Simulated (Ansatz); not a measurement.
The elements of this relaxed trial crystal are hidden behind letters.

```
lattice vectors (Å)
   4.1694    0.0000    0.0000
  -2.0847    3.6108    0.0000
   0.0000    0.0000    2.5926
fractional positions
X 0.0000 0.0000 0.0000
Z 0.3333 0.6667 0.5000
Z 0.6667 0.3333 0.5000
```

Level of theory: DFT PBE, scalar-relativistic, plane waves, PAW (Ansatz). Cutoff 420 eV, Γ-centred 12×12×18 mesh (3-atom cell), Gaussian smearing of 0.10 eV, no spin polarisation.

| Quantity | Value |
| --- | --- |
| Space group | P6/mmm (No. 191) |
| Conventional cell | a = 4.169 Å, c = 2.593 Å |
| Volume per atom | 13.01 Å³ |
| Density | 6.55 g/cm³ |
| Energy over the elements | −0.13 eV/atom |
| Gap on the 12×12×18 mesh of the 3-atom cell | 0 eV (a metal) |

Energies are uncorrected and count from the elements' standard states at the same level.

Question: X is a p-block element of period 3 and Z is a d-block element of period 4. Which elements are they?

Answer: X = Al, Z = Cu, so the formula is AlCu2. Density times volume gives a mean mass of 6.55 × 13.01/1.6605 = 51.3 u per atom, and this set has 51.4 u. Among the elements that the hints allow, noble gases aside, only these give it. Al has 2 Al at 2.59 Å and 12 Cu at 2.73 Å; Cu has 3 Cu at 2.41 Å, 2 Cu at 2.59 Å and 6 Al at 2.73 Å.

Symmetry constrained the relaxation, so the result can be a saddle point.
